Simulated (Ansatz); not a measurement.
Input and command of a calculation in Ansatz (plane waves; scalar-relativistic PAW potentials unless the input names others):

```yaml
crystal:
  lattice:
    - [4.2120490265, 0.0, 0.0]
    - [0.0, 4.2120490265, 0.0]
    - [0.0, 0.0, 4.2120490265]
  atoms:
    - { symbol: Zn, position: [0.0, 0.0, 0.0] }
    - { symbol: Ge, position: [0.0, 0.5, 0.5] }
    - { symbol: Ge, position: [0.5, 0.0, 0.5] }
    - { symbol: Ge, position: [0.5, 0.5, 0.0] }
basis:
  ecutwfc: 420
kpoints:
  mp_grid: { grid: [12, 12, 12] }
hamiltonian:
  xc: pbe
scf:
  occupations: { method: gaussian, width: 0.1 }
  mixing: { algorithm: anderson, beta: 1.5, ndim: 1, preconditioner: none }
  max_iter: 60
output:
  forces: true
  eigenvalues: true
  stress: true
```

```bash
ansatz run input.yaml --threads 1 --pin off --max-ram 2560MiB --backend cpu --events-out ev --progress --plain --runs-dir out
```

Problem. What is wrong with this input?

Solution. The program refuses it, because of mixing far too strong (scf.mixing: not typed → {"algorithm": "anderson", "beta": 1.5, "ndim": 1, "preconditioner": "none"}). Without that key it is accepted.

Abridged log:
```
Error: invalid value for `scf.mixing.beta`: must be finite and in (0, 1]; got 1.5
```